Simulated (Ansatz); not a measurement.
Starting cell, C (space group P6_3/mmc):

```xyz
4
Lattice="2.4449 0.0000 0.0000 -1.2225 2.1174 0.0000 0.0000 0.0000 6.6368" Properties=species:S:1:pos:R:3 pbc="T T T"
C      0.0000     0.0000     1.6592
C      0.0000     0.0000     4.9776
C      0.0000     1.4116     1.6592
C      1.2225     0.7058     4.9776
```

A phonon eigenvector at Γ is frozen into this cell: atom i moves by Q times the vector below, so Q is the largest atomic displacement, in Å. The cell is held.

```json
[
 {"atom": "C1", "x": "0.000", "y": "0.000", "z": "-1.000"},
 {"atom": "C2", "x": "0.000", "y": "0.000", "z": "1.000"},
 {"atom": "C3", "x": "0.000", "y": "0.000", "z": "-0.994"},
 {"atom": "C4", "x": "0.000", "y": "0.000", "z": "0.994"}
]
```

Method: LDA (plane waves to 420 eV, PAW, scalar-relativistic; Ansatz, an electronic-structure program). k mesh 15×15×5 (Γ-centred), Fermi-Dirac smearing 0.05 eV. The energy includes the smearing's −TS. With partly filled bands, energies and forces of such displacements shift with the k mesh and the smearing. C was relaxed with its symmetry unable to fall. The zero of ΔE is the undisplaced structure. The last digit holds for this mesh only.

| Q (Å) | ΔE (meV/cell) |
|---|---|
| -0.180 | 41.93 |
| -0.150 | withheld |
| -0.120 | 16.76 |
| -0.090 | 9.03 |
| -0.060 | 3.88 |
| -0.030 | 0.95 |
| 0.000 | 0.00 |
| 0.030 | 0.95 |
| 0.060 | 3.88 |
| 0.090 | 9.03 |
| 0.120 | 16.76 |
| 0.150 | withheld |
| 0.180 | 41.93 |

Fit an even polynomial form (powers 2, 4) to the given rows and predict ΔE at Q = 0.150.

Least squares on the 11 given rows: ΔE = (1057)·Q² + (7315)·Q⁴, in meV/cell with Q in Å; root-mean-square residual 0.014 meV/cell. At 0.150 the fit gives 27.49 meV/cell; the calculation gives 27.54 meV/cell, so the interpolation is off by -0.05 (-0.2 %). The quadratic term alone would give 23.78 meV/cell.

(A displaced cell: forces are minus the slopes of the energy, force constants its curvatures, and phonons follow from these.)
